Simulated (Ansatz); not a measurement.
## MoS₂: do energies and stresses tell the same story?

These are results of Ansatz, DFT PBEsol, scalar-relativistic, plane waves, PAW, not measurements.

Cutoff 420 eV; k points 18×18×8 on the computed 3-atom cell (Γ-centred); Gaussian smearing, width 0.10 eV; no spin polarisation.

Relaxed cell: P-3m1, a = 3.141 Å, b = 3.141 Å, c = 6.125 Å, α = 90.00°, β = 90.00°, γ = 120.00°, 3 atoms in the primitive cell. This form isn't the usual stable structure of the compound.

Energies at zero smearing and pressures from the stress tensor, at volumes with shape and atoms relaxed:
| V (Å³/atom) | E − E(first) (meV/atom) | P (GPa) |
| --- | --- | --- |
| 16.399 | 0.00 | 2.12 |
| 16.922 | -4.46 | 0.83 |
| 17.445 | -5.63 | 0.02 |
| 17.969 | -4.90 | -0.53 |
| 18.492 | -3.07 | -0.73 |

**Question.** Check P = −dE/dV between neighbouring volumes, and get the bulk modulus from the pressures alone.

**Answer.** With 1 eV/Å³ = 160.2 GPa:
```tsv
middle V (Å³/atom)	−ΔE/ΔV (GPa)	mean P (GPa)
16.660	1.366	1.476
17.184	0.357	0.425
17.707	-0.223	-0.257
18.230	-0.562	-0.632
```

The two differ by 0.11 GPa at most. The mean of two end pressures misses the average over a step by about ΔV² P″/12, up to 0.05 GPa here; with that taken off 0.11 GPa remains, from the smearing term (the stress is the derivative of the free energy), the finite cutoff, the mesh or the relaxation's tolerance. Around V = 17.445 Å³/atom, the two neighbours give B = −V ΔP/ΔV = 17.445 × 1.36 / 1.047 = 22.7 GPa, against B0 = 19.9 GPa from the Birch–Murnaghan fit of the energies, which describes these points poorly (B0' = 17.4).

The cell holds layers, and where no dispersion correction was added their binding is poorly described.

A ferromagnetic start lost its moments in a first run, so spin was left out; other magnetic orders weren't tried.